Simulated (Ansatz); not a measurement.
The elements of this relaxed trial crystal are hidden behind letters.

```
lattice vectors (Å)
   3.3946    0.0000    0.0000
   0.0000    3.3946    0.0000
   0.0000    0.0000    5.3996
fractional positions
X 0.0000 0.5000 0.1989
X 0.5000 0.0000 0.8011
Z 0.0000 0.0000 0.5000
Z 0.5000 0.5000 0.5000
```

Computed with Ansatz 0.2.0, DFT PBE, scalar-relativistic, plane waves, PAW. The final run on the 4-atom cell used 420 eV, a Γ-centred 14×14×10 mesh, 0.10 eV smearing and no spin polarisation.

```
Space group                                 : P4/nmm (No. 129)
Conventional cell                           : a = 3.395 Å, c = 5.400 Å
Volume per atom                             : 15.56 Å³
Density                                     : 5.88 g/cm³
Formation energy                            : −2.15 eV/atom
Gap on the 14×14×10 mesh of the 4-atom cell : 0 eV (a metal)
```

Energies are uncorrected and count from the elements' standard states at the same level.

Question: X is a d-block element of period 5 and Z is a p-block element of period 2. Which elements are they?

Answer: X = Zr, Z = F, so the formula is ZrF, here in the litharge type. Density times volume gives a mean mass of 5.88 × 15.56/1.6605 = 55.1 u per atom, and this set has 55.1 u. Around Zr lie 4 F at 2.35 Å; F is surrounded by 4 Zr at 2.35 Å and 4 F at 2.40 Å. Other sets within the hints have nearly the same mass, so mass alone doesn't settle it; this one was computed.

Symmetry constrained the relaxation, so the result can be a saddle point.
